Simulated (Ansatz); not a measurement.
BP (zinc blende), conventional cell a = b = c = 4.5364 Å, α = β = γ = 90.00°. The calculation uses the primitive cell of 2 atoms, to which meshes and values per cell refer.

The volume is varied about the relaxed value V₀ at fixed cell shape. Symmetry pins the atoms to their sites.

Level of theory: r2SCAN (plane waves to 500 eV, PAW, scalar-relativistic; Ansatz, a first-principles code). k mesh 12×12×12 (Γ-centred), Fermi-Dirac smearing 0.05 eV. The energy includes the smearing's −TS. Compression counts positive. BP was relaxed with its symmetry unable to fall. The PAW data are Ansatz's earlier set. The zero of ΔE is the relaxed starting cell.

```csv
a (Å),ΔE (kJ/mol of atoms),P (GPa)
4.3798,7.02,21.7
4.4200,3.78,15.3
4.4595,1.61,9.6
4.4983,0.39,4.5
4.5364,0.00,0.0
4.5739,0.36,-4.0
4.6108,1.38,-7.5
4.6471,2.98,-10.7
4.6828,5.11,-13.5
```

What the scan shows:

The pressure at the smallest volume is 21.7 GPa. The energy cost of the largest compression comes out as 72.7 meV/atom, the energy cost of the largest expansion comes out as 53.0 meV/atom and the bulk modulus B₀ (third-order Birch-Murnaghan fit) is 169 GPa. The pressure derivative B₀′ (fit) is 3.8 and the equilibrium volume of the fit is 11.67 Å³/atom. The pressure for 5 % compression (fit) is 9.6 GPa.

The 9 points together took roughly 40 core-seconds.

(Under strain, the slope of the energy per volume gives the stress and its curvature an elastic modulus.)
